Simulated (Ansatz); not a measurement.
NbAg:
```cif
data_AgNb
_chemical_formula_sum 'Ag1 Nb1'
_space_group_name_H-M_alt 'P 1'
_space_group_IT_number 1
_cell_length_a 3.80509
_cell_length_b 3.80509
_cell_length_c 3.80509
_cell_angle_alpha 60.000
_cell_angle_beta 60.000
_cell_angle_gamma 60.000
loop_
_space_group_symop_operation_xyz
  'x, y, z'
loop_
_atom_site_label
_atom_site_type_symbol
_atom_site_fract_x
_atom_site_fract_y
_atom_site_fract_z
_atom_site_occupancy
Ag1 Ag 0.00000 0.00000 0.00000 1
Nb1 Nb 0.50000 0.50000 0.50000 1
```

Relaxed with PBEsol.

Task: Which orbitals make up the states near the Fermi level in plane-wave PAW PBEsol (Ansatz code)?

Result: Within 0.5 eV of the Fermi level: Nb 4d 82 %, Ag 4d 9 %. Projections are on Löwdin-orthogonalised atomic valence shells; empty p or d shells of many metals are not among them.

Task: Tabulate the density of states.

Result: States/eV per cell of 2 atoms, in 0.25 eV bins, energy from the Fermi level.

| E (eV) | total | Ag 4d | Nb 4d | Nb 5s |
|---|---|---|---|---|
| -6.95 | 0.00 | 0.00 | 0.00 | 0.00 |
| -6.70 | 0.07 | 0.00 | 0.00 | 0.04 |
| -6.45 | 0.19 | 0.03 | 0.01 | 0.08 |
| -6.20 | 1.46 | 0.98 | 0.24 | 0.12 |
| -5.95 | 4.79 | 3.76 | 0.66 | 0.20 |
| -5.70 | 10.66 | 9.18 | 0.91 | 0.32 |
| -5.45 | 8.34 | 7.48 | 0.50 | 0.16 |
| -5.20 | 7.64 | 7.00 | 0.30 | 0.13 |
| -4.95 | 5.83 | 5.55 | 0.10 | 0.08 |
| -4.70 | 2.44 | 2.23 | 0.03 | 0.09 |
| -4.45 | 0.35 | 0.11 | 0.03 | 0.11 |
| -4.20 | 0.41 | 0.11 | 0.04 | 0.12 |
| -3.95 | 0.52 | 0.12 | 0.08 | 0.14 |
| -3.70 | 1.01 | 0.13 | 0.40 | 0.18 |
| -3.45 | 1.10 | 0.10 | 0.50 | 0.17 |
| -3.20 | 1.10 | 0.09 | 0.53 | 0.15 |
| -2.95 | 1.23 | 0.10 | 0.63 | 0.12 |
| -2.70 | 0.83 | 0.07 | 0.40 | 0.07 |
| -2.45 | 0.07 | 0.01 | 0.03 | 0.01 |
| -2.20 | 0.28 | 0.02 | 0.15 | 0.03 |
| -1.95 | 0.72 | 0.05 | 0.44 | 0.09 |
| -1.70 | 1.12 | 0.06 | 0.74 | 0.15 |
| -1.45 | 1.34 | 0.06 | 0.95 | 0.18 |
| -1.20 | 1.35 | 0.06 | 0.93 | 0.19 |
| -0.95 | 1.14 | 0.06 | 0.77 | 0.12 |
| -0.70 | 1.88 | 0.08 | 1.39 | 0.05 |
| -0.45 | 3.88 | 0.29 | 3.12 | 0.02 |
| -0.20 | 3.41 | 0.29 | 2.82 | 0.02 |
| 0.05 | 2.80 | 0.29 | 2.31 | 0.02 |
| 0.30 | 2.30 | 0.27 | 1.91 | 0.01 |
| 0.55 | 1.68 | 0.14 | 1.44 | 0.01 |
| 0.80 | 1.38 | 0.12 | 1.20 | 0.01 |
| 1.05 | 2.72 | 0.19 | 2.46 | 0.01 |
| 1.30 | 3.83 | 0.10 | 3.61 | 0.02 |
| 1.55 | 2.71 | 0.06 | 2.50 | 0.03 |
| 1.80 | 2.56 | 0.10 | 2.11 | 0.17 |
| 2.05 | 2.03 | 0.11 | 1.48 | 0.17 |
| 2.30 | 1.51 | 0.11 | 0.99 | 0.11 |
| 2.55 | 0.96 | 0.07 | 0.56 | 0.07 |
| 2.80 | 0.47 | 0.01 | 0.16 | 0.14 |
| 3.05 | 1.01 | 0.02 | 0.29 | 0.45 |
| 3.30 | 0.91 | 0.02 | 0.21 | 0.32 |
| 3.55 | 0.74 | 0.01 | 0.14 | 0.23 |
| 3.80 | 0.67 | 0.01 | 0.11 | 0.18 |
| 4.05 | 0.62 | 0.01 | 0.08 | 0.15 |
| 4.30 | 0.53 | 0.01 | 0.06 | 0.12 |
| 4.55 | 0.48 | 0.01 | 0.05 | 0.10 |
| 4.80 | 0.47 | 0.01 | 0.05 | 0.10 |

Space group Fm-3m (rock salt). The start of the workflow was typed in or built on a structure type; neither database checked (COD, Materials Project) lists it. Its standing as an ambient phase is unchecked. Symmetry was held in the PBEsol relaxation. At this level the phase is mechanically unstable. No spin polarisation was allowed. Its formation energy is positive at this level, so the cell may be metastable or incomplete. Spin–orbit coupling is left out wherever it is not named.

Potentials: the later of the program's two PAW sets.
